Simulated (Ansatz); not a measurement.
WC:
```
WC
1.0
    2.71614     0.00000     0.00000
    0.00000     2.71614     0.00000
    0.00000     0.00000     2.71614
W C
1 1
Cartesian
  0.00000   0.00000   0.00000
  1.35807   1.35807   1.35807
```

Relaxed with r²SCAN. Special points in fractions of this cell's reciprocal vectors: Γ (0.000, 0.000, 0.000); X (0.000, 0.500, 0.000); M (0.500, 0.500, 0.000); R (0.500, 0.500, 0.500).

Task: List the band energies nearest the Fermi level at these points for r²SCAN in the plane-wave PAW code Ansatz.

Result: In eV from the Fermi level; about four levels below and three above (degenerate sets whole), none deeper than 8.9 eV; points with the same levels are listed once.

```tsv
k	below	above
Γ	-5.48 -5.48	0.06 0.06 0.06
X	-4.33 -3.53 -3.53	3.66 4.67 7.45 7.45
M	-4.73 -4.73 -4.35	0.09 0.09 1.29
R	-8.86 -8.70 -8.70 -8.70	6.00 6.00 8.12 8.12 8.12
```

Space group Pm-3m (CsCl type). A made-up cell: these elements were put on the sites of a structure type; neither database checked (COD, Materials Project) lists it. It is not the phase usual at ambient conditions (space group No. 187). The r²SCAN relaxation kept the symmetry of its start; whether a distortion lowers the energy is not shown. No spin polarisation was allowed. Spin–orbit coupling is left out wherever it is not named.

Potentials: the earlier of the program's two PAW sets.
